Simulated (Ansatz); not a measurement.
SrTiO3 (cubic perovskite)

```xyz
5
Lattice="3.9070 0.0000 0.0000 0.0000 3.9070 0.0000 0.0000 0.0000 3.9070" Properties=species:S:1:pos:R:3 pbc="T T T"
Sr     0.0000     0.0000     0.0000
Ti     1.9535     1.9535     1.9535
O      0.0000     1.9535     1.9535
O      1.9535     1.9535     0.0000
O      1.9535     0.0000     1.9535
```

Scan: atom 2 (Ti, nearest neighbour O at 1.954 Å; its periodic images, 3.9 Å or more away, move with it) is displaced along Cartesian [111], direction (0.577, 0.577, 0.577) in Cartesian axes, by s. The other atoms stay.

Level of theory: r2SCAN (plane waves to 500 eV, PAW, scalar-relativistic; Ansatz, an electronic-structure program). k mesh 7×7×7 (Γ-centred), Fermi-Dirac smearing 0.05 eV. E stands for the smeared free energy. SrTiO3 is run without spin polarisation. SrTiO3 was relaxed with its symmetry unable to fall. The zero of ΔE is the undisplaced structure.

| s (Å) | ΔE (meV/cell) |
|---|---|
| -0.390 | withheld |
| -0.312 | 305 |
| -0.234 | 127 |
| -0.156 | 39 |
| -0.078 | 7 |
| 0.000 | 0 |
| 0.078 | 7 |
| 0.156 | 39 |
| 0.234 | 127 |
| 0.312 | 305 |
| 0.390 | withheld |

Task: Fit an even polynomial form (powers 2, 4) to the given rows and predict ΔE at s = -0.390.

Result: Least squares on the 9 given rows: ΔE = (1196)·s² + (19940)·s⁴, in meV/cell with s in Å; root-mean-square residual 1.3 meV/cell. At -0.390 the fit gives 643 meV/cell; the calculation gives 602 meV/cell, so the extrapolation is off by 41 (+6.8 %). The quadratic term alone would give 182 meV/cell.

(For displaced atoms, the force is minus the slope of the energy, and its curvature is a force constant, which sets phonon frequencies.)
